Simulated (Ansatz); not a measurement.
ScB2:
```
ScB2
1.0
    3.14297     0.00000     0.00000
   -1.57149     2.72189     0.00000
    0.00000     0.00000     3.52435
Sc B
1 2
Direct
  0.00000   0.00000   0.00000
  0.33333   0.66667   0.50000
  0.66667   0.33333   0.50000
```

Relaxed with r²SCAN.

Q: Map the valence electron density (e/Å³), cut off at 0.8 on the plane through (0.000, 0.000, 0.000) spanned by u = [0, 0, 1] and v = [1, -1, 0] in lattice vectors, from r²SCAN in the plane-wave PAW code Ansatz.

A: x is the fraction of u, y of v (the angle between them is 90°; rows are the nearest grid lines); atoms in the plane: Sc at (0.00, 0.00), B at (0.50, 0.33), B at (0.50, 0.67).
```
|9999930000000399999|
|9999920000000299999|
|9999820000000289999|
|9974212223222124799|
|3221223445443221223|
|0011234677764321100|
|0011246777776421100|
|0011346754576431100|
|0011357731377531100|
|0001246899986421000|
|0001245899985421000|
|0001235799975321000|
|0001235799975321000|
|0001245899985421000|
|0001246899986421000|
|0011357731377531100|
|0011346754576431100|
|0011246777776421100|
|0011234677764321100|
|3221223445443221223|
|9974212223222124799|
|9999820000000289999|
|9999920000000299999|
|9999930000000399999|
```
Scale: ten equal steps from 0.107 (start of '0') to 0.800 (end of '9'), in the order '0123456789'; x runs from 0.000 to 1.00, y from 0.000 (bottom) to 1.00 (top).

The density is the valence pseudo-density with augmentation charge, so density and ELF within about 1 Å of a nucleus are not all-electron values.

Space group P6/mmm. The workflow started from an entry of the Crystallography Open Database (COD). Whether it is the stable phase at ambient conditions was not checked. The r²SCAN relaxation kept the symmetry of its start; whether a distortion lowers the energy is not shown. The run is not spin-polarised.

Potentials: the later of the program's two PAW sets.
